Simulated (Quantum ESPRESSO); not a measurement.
Simulation results for Ga3PS3 (made-up cell, one site empty)

Computed with Quantum ESPRESSO 7.5. Calculation on a made-up crystal cell, not a measurement, rerun at a higher cutoff and a denser mesh: periodic Kohn-Sham density functional theory in plane waves with PseudoDojo standard norm-conserving scalar-relativistic pseudopotentials, each functional with its own files (v0.5 for PBE, v0.4.1 for LDA and PBEsol), no spin polarisation, no spin-orbit coupling, atoms not relaxed, stress positive in tension, energies less a fixed whole-eV offset for each atom's element; levels are Kohn-Sham levels at fractions of this cell's reciprocal vectors, counted from the reference band (half the neutral cell's valence electrons, rounded up) at Gamma; error bars give the change to or from the runs named with them, not the error of the files; each bar is the largest change over components, and at least 0.002 eV, 0.002 eV per angstrom or 0.02 GPa; energies are for the whole cell, and the offsets were chosen from early runs and are not element reference energies; machines and their load varied, so run times do not measure scaling.

```cif
# cell vector a (Å): 5.3920 -0.0411 -0.0408
# cell vector b (Å): -0.0411 5.4259 0.0522
# cell vector c (Å): -0.0408 0.0522 5.3335
data_Ga3PS3
_symmetry_space_group_name_H-M 'P 1'
_symmetry_Int_Tables_number 1
_cell_length_a 5.3923
_cell_length_b 5.4263
_cell_length_c 5.3339
_cell_angle_alpha 88.885
_cell_angle_beta 90.876
_cell_angle_gamma 90.875
_cell_volume 156.01
loop_
_atom_site_label
_atom_site_type_symbol
_atom_site_fract_x
_atom_site_fract_y
_atom_site_fract_z
_atom_site_occupancy
Ga1 Ga 0.99569 0.50168 0.50118 1
Ga2 Ga 0.48686 0.00904 0.49721 1
Ga3 Ga 0.50453 0.49756 0.99423 1
S1 S 0.25242 0.24735 0.24698 1
P1 P 0.24803 0.74557 0.75517 1
S2 S 0.75238 0.24611 0.74014 1
S3 S 0.75925 0.74737 0.24951 1
_calc_lattice_type 'zincblende/diamond'
_calc_empty_site 1
_calc_functional 'pbe'
_calc_cutoff 1377  # eV
_calc_fermi_dirac_smearing 0.025  # eV
_calc_scf_tolerance 1e-07  # eV
_calc_electrons_removed 0
_calc_run_command 'pw.x -nk 1 -in in'
_calc_run_processor 'AMD EPYC, Zen 5 class, virtual cores'
_calc_k_mesh '6 x 6 x 6, shifted by half a step'
_calc_stress_yz ?
_calc_stress_xz ?
_calc_stress_xy ?
```

Atoms:
| atoms element | atom site | atom energy offset (eV) |
| --- | --- | --- |
| Ga | 2 | -2080 |
| Ga | 3 | -2080 |
| Ga | 4 | -2080 |
| S | 5 | -302 |
| P | 6 | -189 |
| S | 7 | -302 |
| S | 8 | -302 |

To be estimated
1. What stress yz does the calculation give for Ga3PS3 (made-up cell, one site empty)?
2. Estimate the stress xz of Ga3PS3 (made-up cell, one site empty).
3. Estimate the stress xy of Ga3PS3 (made-up cell, one site empty).
4. Give the table of levels values for Ga3PS3 (made-up cell, one site empty).

Answers
1. 1.531 GPa
2. -1.212 GPa
3. 0.3997 GPa
4. 
Levels:
| level k point | next band up (eV) |
| --- | --- |
| Gamma | 0.7658 |
| (1/2,1/2,1/2) | 0.9872 |
| (0.15,0,0) | 1.226 |
| (0,0.15,0) | 1.225 |
| (0,0,0.15) | 1.226 |

Further results for Ga3PS3 (made-up cell, one site empty):

| Item | Value |
| --- | --- |
| free energy less offsets | 1.998 eV |
| scf iterations | 10 |
| smearing term minus ts | 0 eV |
| pressure | 1.249 GPa |
| stress xx | -1.078 GPa |
| stress yy | -0.9735 GPa |
| stress zz | -1.695 GPa |
| reference band | 31 |
| error bar energy | 0.002952 eV |
| error bar stress | 0.02 GPa |
| error bar force | 0.002 eV/Å |
| error bar next band up | 0.002 eV |
| error bars from | change from the looser run of this cell |
| wall time of scf and band steps on a shared machine | 1736 s |

Forces:
| site | x (eV/Å) | y (eV/Å) | z (eV/Å) |
| --- | --- | --- | --- |
| 2 | 0.8053 | 0.3125 | 0.2551 |
| 3 | 0.1268 | -1.208 | 0.5609 |
| 4 | -0.06483 | 0.3809 | -0.2006 |
| 5 | -0.5736 | -0.03253 | -0.8069 |
| 6 | -0.4736 | 0.729 | 0.2869 |
| 7 | 0.3164 | -0.5916 | 0.5999 |
| 8 | -0.1365 | 0.41 | -0.6953 |
